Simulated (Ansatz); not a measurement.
Relaxed MoS$_{2}$ (2H-MoS2 type, space group P6_3/mmc):

```xyz
6
Lattice="3.1494 0.0000 0.0000 -1.5747 2.7275 0.0000 0.0000 0.0000 12.0915" Properties=species:S:1:pos:R:3 pbc="T T T"
Mo     0.0000     1.8183     3.0229
Mo     1.5747     0.9092     9.0686
S      0.0000     1.8183     7.5028
S      1.5747     0.9092     1.4571
S      1.5747     0.9092     4.5887
S      0.0000     1.8183    10.6344
```

Scan: atom 4 (S, nearest neighbour Mo at 2.400 Å; its periodic images, 3.1 Å or more away, move with it) is displaced along Cartesian [110], direction (0.707, 0.707, 0.000) in Cartesian axes, by s. The other atoms stay.

Level of theory: PBE-D3(BJ) (plane waves to 420 eV, PAW, scalar-relativistic; Ansatz, a first-principles code). k mesh 10×10×3 (Γ-centred), Fermi-Dirac smearing 0.05 eV. E stands for the smeared free energy. MoS2 is run without spin polarisation. MoS2 was relaxed with its symmetry unable to fall. The PAW data are Ansatz's earlier set. The zero of ΔE is the undisplaced structure.

```json
[
 {"s (Å)": "-0.480", "ΔE (meV/cell)": "936"},
 {"s (Å)": "-0.384", "ΔE (meV/cell)": "629"},
 {"s (Å)": "-0.288", "ΔE (meV/cell)": "369"},
 {"s (Å)": "-0.192", "ΔE (meV/cell)": "170"},
 {"s (Å)": "-0.096", "ΔE (meV/cell)": "44"},
 {"s (Å)": "0.000", "ΔE (meV/cell)": "0"},
 {"s (Å)": "0.096", "ΔE (meV/cell)": "47"},
 {"s (Å)": "0.192", "ΔE (meV/cell)": "191"},
 {"s (Å)": "0.288", "ΔE (meV/cell)": "438"},
 {"s (Å)": "0.384", "ΔE (meV/cell)": "withheld"},
 {"s (Å)": "0.480", "ΔE (meV/cell)": "1247"}
]
```

### Question
Fit a polynomial form (powers 2, 3, 4) to the given rows and predict ΔE at s = 0.384.

### Answer
Least squares on the 10 given rows: ΔE = (4933)·s² + (1408)·s³ + (-848.9)·s⁴, in meV/cell with s in Å; root-mean-square residual 0.5 meV/cell. At 0.384 the fit gives 789 meV/cell; the calculation gives 791 meV/cell, so the interpolation is off by -2 (-0.3 %). The quadratic term alone would give 727 meV/cell.

(For displaced atoms, the force is minus the slope of the energy, and its curvature is a force constant, which sets phonon frequencies.)
